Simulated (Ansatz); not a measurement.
Level of theory: DFT PBE, scalar-relativistic, plane waves, PAW (Ansatz). All cells share a 420 eV cutoff and Γ-centred k meshes spaced at most about 0.3 Å⁻¹ (about 0.25 or finer for metals, 2π included). Collinear spin in cells that started with moments and kept them past the coarse steps, no spin elsewhere.

All energies are static (0 K, no zero-point motion).

Two forms of Eu₂BeAs₂ were relaxed alike.

A. (site moments Eu 6.7 (×2); As -0.1 μB)

Space group P4/mmm (No. 123). a = 5.716 Å, b = 5.716 Å, c = 4.063 Å, α = 90.00°, β = 90.00°, γ = 90.00°
```csv
atom,site,symmetry,x,y,z
Eu,2e,mmm.,0.0000,0.5000,0.5000
Be,1c,4/mmm,0.5000,0.5000,0.0000
As,1d,4/mmm,0.5000,0.5000,0.5000
As,1a,4/mmm,0.0000,0.0000,0.0000
```

B. (site moments Eu 6.5, 6.8; Be 0.2; As -0.1 (×2) μB)

Space group P4/mmm (No. 123). a = 5.499 Å, b = 5.499 Å, c = 5.268 Å, α = 90.00°, β = 90.00°, γ = 90.00°
```
atom  site  symmetry       x       y       z
  Eu    1b     4/mmm  0.0000  0.0000  0.5000
  Eu    1c     4/mmm  0.5000  0.5000  0.0000
  Be    1d     4/mmm  0.5000  0.5000  0.5000
  As    2e      mmm.  0.0000  0.5000  0.5000
```

Question: Which form is favoured at zero pressure, and by what margin per atom?

Answer: A is lower, by 0.48 eV/atom. A has space group P4/mmm (No. 123), 26.6 Å³/atom and no gap on its mesh; B has space group P4/mmm (No. 123), 31.9 Å³/atom and no gap. Counting As atoms around Be and Eu (those within 1.25 times the shortest such distance or 1.15 times the sum of covalent radii; a plus sign parts nearer from farther groups; the shortest distance is added where it is long for a bond; a slash parts the counts of unlike sites), A has Eu 2+4, Be 2 and B has Eu 4/8 from 3.8 Å, Be 4 from 2.7 Å. The denser one is the lower, and pressure would at first widen the difference. Both come from invented guesses.

The 4f shell of Eu is treated without a Hubbard U, which places its levels poorly. Another magnetic order may lie lower. Cells relaxed within their symmetry can be saddle points.
